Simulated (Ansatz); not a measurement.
A single-point calculation of Ga4P3N as one 8-atom ordering (R3m) on the zincblende lattice with Ansatz 0.2.0, at the level r2SCAN. The geometry is the r2SCAN minimum.

Input (YAML):
```yaml
crystal:
  lattice:
    - [1.8530289501, 1.0698467632, 12.0908073102]
    - [-1.8530289501, 1.0698467632, 12.0908073102]
    - [0.0, -2.1396935264, 12.0908073102]
  atoms:
    - { symbol: "N", position: [-0.0007666994, -0.0007666994, -0.0007666994] }
    - { symbol: P, position: [0.7451819974, 0.7451819974, 0.7451819974] }
    - { symbol: P, position: [0.4998387362, 0.4998387362, 0.4998387362] }
    - { symbol: P, position: [0.2546480415, 0.2546480415, 0.2546480415] }
    - { symbol: Ga, position: [0.6803905591, 0.6803905591, 0.6803905591] }
    - { symbol: Ga, position: [0.4352125312, 0.4352125312, 0.4352125312] }
    - { symbol: Ga, position: [0.1901272752, 0.1901272752, 0.1901272752] }
    - { symbol: Ga, position: [0.9453675588, 0.9453675588, 0.9453675588] }
kpoints:
  mp_grid: { grid: [8, 8, 8] }
  band_path:
    path:
      - [0.0, 0.0, 0.0]
      - [-0.5, -0.5, -0.5]
      - [-0.5, -0.1718863156, -0.8281136844]
      - [-0.1718863156, 0.1718863156, -0.5]
      - [0.0, 0.0, -0.5]
      - [0.0, 0.3359431578, -0.3359431578]
      - [-0.3359431578, 0.0, -0.6640568422]
      - [-0.5, 0.0, -0.5]
      - [0.0, 0.0335943158, -0.0335943158]
    npoints: 1
hamiltonian:
  xc: r2scan
scf:
  occupations: { method: fermi_dirac, width: 0.02 }
  n_extra_bands: 6
output:
  forces: true
  stress: true
  eigenvalues: true
  write_density: true
  write_potential: true
  elf: true
  volumetric_format: npy
```

Run as `ansatz run input.yaml --threads 4 --pin off --max-ram 6451MiB --backend cpu --events-out ev --progress --plain --runs-dir out`.

Task: It ran on 4 threads of Arm Neoverse V2, on a shared host, load about 0.6 per core. About how long did it take, and how much host memory at the peak?

Result: About 27 s, with a peak of 0.94 GiB.

What the program printed (shortened):
```
scf.n_extra_bands = 6 over 36 filled bands (N_el = 72.0): the run solves 42 bands
Functional definition: r2SCAN
Crystal: 8 atoms, lattice volume = 143.817 Å³
Basis set: ecut = 500 eV, 3675 PW (Γ), FFT grids on a1−a2, a2, −a2+a3
Symmetry: 6 space group operations
Space group: R3m (ITA 160)
k-points: 65 of 512 (time reversal used)
SCF converged after 9 iterations
Free energy (F): -17826.244359 eV
Internal energy: -17826.243855 eV  (E = F + TS)
E sigma→0 (E₀):  -17826.244107 eV
Entropy (-TS):   -0.000504 eV (-0.063 meV/atom)
Fermi energy:    7.754105 eV
--- Forces (eV/Å), atoms counted from 1 ---
  atom   1  N       0.00000      0.00000    -0.00023
  atom   2  P       0.00000      0.00000    -0.00330
  atom   3  P       0.00000      0.00000    -0.00056
  atom   4  P       0.00000      0.00000    -0.00247
  atom   5  Ga      0.00000      0.00000    -0.00074
  atom   6  Ga      0.00000      0.00000    -0.00014
  atom   7  Ga      0.00000      0.00000      0.00261
  atom   8  Ga      0.00000      0.00000      0.00477
--- Stress (GPa, compression-positive) ---
       -0.009773       0.000000       0.000000
        0.000000      -0.009773       0.000000
        0.000000       0.000000      -0.004779
  P = ⅓ Tr σ = -0.0081 GPa (-0.081 kbar)
```

bands.tsv, columns around the gap (it counts bands from 0):
```tsv
# k_distance	band_31	band_32	band_33	band_34	band_35	band_36	band_37	band_38	band_39
# fermi_ev = 7.754105
# [0, 0, 0] at k_distance = 0.000000
# [-0.5, -0.5, -0.5] at k_distance = 0.259833
# [-0.5, -0.1718863156, -0.8281136844] at k_distance = 1.372389
# [-0.1718863156, 0.1718863156, -0.5] at k_distance = 1.548303
# [0, 0, -0.5] at k_distance = 2.131129
# [0, 0.3359431578, -0.3359431578] at k_distance = 2.707280
# [-0.3359431578, 0, -0.6640568422] at k_distance = 2.881179
# [-0.5, 0, -0.5] at k_distance = 3.437457
# [0, 0.0335943158, -0.0335943158] at k_distance = 4.336327
# levels_relative_to = fermi_ev
0.000	-0.795	-0.527	-0.527	-0.270	-0.004	-0.004	2.892	3.243	3.526
0.260	-0.930	-0.416	-0.416	-0.079	-0.079	0.444	2.881	3.268	3.634
1.372	-4.160	-2.971	-2.888	-2.539	-2.434	2.769	2.920	3.289	3.932
1.548	-4.160	-2.971	-2.888	-2.539	-2.434	2.769	2.920	3.289	3.932
2.131	-2.697	-2.614	-2.589	-1.857	-1.501	1.688	2.276	2.593	2.767
2.707	-4.134	-3.021	-2.854	-2.566	-2.392	2.700	3.074	3.187	3.901
2.881	-4.134	-3.021	-2.854	-2.566	-2.392	2.700	3.074	3.187	3.901
3.437	-3.219	-2.549	-2.139	-1.649	-1.337	1.296	2.088	2.270	2.712
4.336	-0.811	-0.764	-0.609	-0.424	-0.085	0.029	3.175	3.495	3.772
```
In order the rows are Γ, T, H₂, H₀, L, S₀, S₂, F, Γ–S₀ (0.10).

Planar averages along the third cell vector, from rho_z.tsv and v_z.tsv (valence density with its augmentation; electrostatic potential energy of an electron, of which only differences have a meaning):
```csv
z (Å),ρ (e/Å³),v_es (eV)
0.00,0.562,4.71
0.82,0.444,4.53
1.64,0.527,4.35
2.46,0.593,4.12
3.27,0.450,3.64
4.09,0.409,3.11
4.91,0.558,2.91
5.73,0.565,2.99
6.14,0.486,3.00
6.96,0.403,2.91
7.78,0.530,3.06
8.60,0.574,3.51
9.41,0.412,3.93
10.23,0.380,4.19
11.05,0.557,4.49
11.87,0.628,4.71
```

r2SCAN gives no gap: the lowest nominally empty band dips 0.01 eV below the top of the last filled one (its bottom at Γ–T (0.25 of the way from Γ), the top at Γ), so the cell is a metal or semimetal at this level. The mean stress is close to zero (-0.01 GPa).

No spin polarisation. The prototype was imposed, so other structures may be more stable.
